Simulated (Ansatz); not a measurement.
What a change of settings does: CsZn (CsCl type)

First run: DFT, PBE, all-electron LAPW, scalar-relativistic (Ansatz 0.2.0).

Command: `ansatz run input.yaml --threads 1 --pin off --max-ram 2048MiB --backend cpu --events-out ev --progress --plain --runs-dir out` It took 5.6 s on 1 thread of AMD EPYC 9R45 96-Core Processor (Zen 5), on a shared host, peak memory 0.36 GiB.

```yaml
crystal:
  lattice:
    - [3.6399459845, 0.0, 0.0]
    - [0.0, 3.6399459845, 0.0]
    - [0.0, 0.0, 3.6399459845]
  atoms:
    - { symbol: Cs, position: [0.0, 0.0, 0.0] }
    - { symbol: Zn, position: [0.5, 0.5, 0.5] }
kpoints:
  mp_grid: { grid: [8, 8, 8] }
  band_path:
    path:
      - [0.0, 0.0, 0.0]
      - [0.0, 0.5, 0.0]
      - [0.5, 0.5, 0.0]
      - [0.0, 0.0, 0.0]
      - [0.5, 0.5, 0.5]
      - [0.0, 0.5, 0.0]
      - [0.5, 0.5, 0.5]
      - [0.5, 0.5, 0.0]
    npoints: 8
scf:
  occupations: { method: fermi_dirac, width: 0.05 }
hamiltonian:
  xc: pbe
  pseudopotentials: { kind: all_electron, lapw: { basis_error: 0.0005 } }
output:
  forces: true
  stress: true
  eigenvalues: true
  populations: true
```

The cell comes from a relaxation on PAW files under the same functional, begun from a prototype that needn't be the stable phase.

This run: volume at 0.5 of the series' base cell.

It converges in 9 SCF iterations at a pressure of 16.85 GPa.

The input is then changed:

```diff
   occupations: { method: fermi_dirac, width: 0.05 }
+  max_iter: 100
 hamiltonian:
   populations: true
+magnetization:
+  spin_polarized: true
+  initial_magnetization: 1
```

Task: Does this change harm the result?

Result: Not here: the run converges in 19 SCF iterations at a pressure of 16.85 GPa, cell moment 0.00 μB, and its energy lies within 1 meV/atom of the first run's.
